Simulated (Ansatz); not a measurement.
The relaxed structure here is a generated cell of Be: the first start was made by placing the elements on the sites of a structure type, and the end was not matched to a known phase here, so it may be hypothetical. Known forms of Be include space group No. 194.

A relaxed cell of Be (P6/mmm (No. 191)), relaxed on a k-mesh at least as fine as the one used below. Level of theory: r2SCAN (plane waves to 500 eV, PAW, scalar-relativistic; Ansatz, a program for electronic structure). Γ-centred k-mesh 11×11×15 on the run's cell (coarser than for final values), Fermi–Dirac smearing 0.05 eV.

```
CELL_PARAMETERS angstrom
      3.56864     0.00000     0.00000
     -1.78432     3.09054     0.00000
      0.00000     0.00000     2.19710
ATOMIC_POSITIONS crystal
  Be 0.00000 0.00000 0.00000
  Be 0.33333 0.66667 0.50000
  Be 0.66667 0.33333 0.50000
```

The atoms are displaced along an unstable phonon of this cell by (Å):

```
atom     ux     uy      uz
----  -----  -----  ------
Be1   0.000  0.000   0.000
Be2   0.000  0.000   0.150
Be3   0.000  0.000  -0.150
```

Question: What forces (eV/Å) and pressure result?

Answer: 
| atom | Fx | Fy | Fz |
|---|---|---|---|
| Be1 | 0.00 | 0.00 | 0.00 |
| Be2 | 0.00 | 0.00 | 0.52 |
| Be3 | 0.00 | 0.00 | -0.52 |

Pressure -1.5 GPa.

Question: Estimate the energy cost of the displacement in the harmonic approximation and compare with the calculation.

Answer: For a harmonic well ΔE = −½ Σ F·u = -0.079 eV a cell, or -26 meV/atom. The calculated energy relative to the undisplaced cell is -0.03 eV/atom, so the harmonic estimate holds well.

The undisplaced cell is probably no minimum: from this displacement the run went on to Im-3m (No. 229), 0.09 eV/atom below it.

No spin polarisation in the result.
